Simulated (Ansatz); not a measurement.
Starting cell, GaN (wurtzite):

```
CELL_PARAMETERS angstrom
      3.18312     0.00000     0.00000
     -1.59156     2.75667     0.00000
      0.00000     0.00000     5.18363
ATOMIC_POSITIONS crystal
  Ga 0.66667 0.33333 0.00099
  Ga 0.33333 0.66667 0.50099
  N  0.66667 0.33333 0.62421
  N  0.33333 0.66667 0.12421
```

A phonon eigenvector at Γ is frozen into this cell: atom i moves by Q times the vector below, so Q is the largest atomic displacement, in Å. The cell is held. It is one choice among 2 degenerate patterns.

```json
[
 {"atom": "Ga1", "x": "0.000", "y": "0.162", "z": "0.000"},
 {"atom": "Ga2", "x": "0.000", "y": "-0.162", "z": "0.000"},
 {"atom": "N3", "x": "0.000", "y": "1.000", "z": "0.000"},
 {"atom": "N4", "x": "0.000", "y": "-1.000", "z": "0.000"}
]
```

Method: r2SCAN (plane waves to 500 eV, PAW, scalar-relativistic; Ansatz, a first-principles code). k mesh 12×12×7 (Γ-centred), Fermi-Dirac smearing 0.05 eV. E stands for the smeared free energy. GaN was relaxed with its symmetry unable to fall. ΔE is measured from the undisplaced structure.

Problem. Predict the ΔE (meV/cell) at Q (Å) = -0.180, -0.150, -0.120, -0.090, 0.180.

Solution. 
```json
[
 {"Q (Å)": "-0.180", "ΔE (meV/cell)": "783"},
 {"Q (Å)": "-0.150", "ΔE (meV/cell)": "519"},
 {"Q (Å)": "-0.120", "ΔE (meV/cell)": "318"},
 {"Q (Å)": "-0.090", "ΔE (meV/cell)": "171"},
 {"Q (Å)": "0.180", "ΔE (meV/cell)": "463"}
]
```

(A displaced cell: forces are minus the slopes of the energy, force constants its curvatures, and phonons follow from these.)
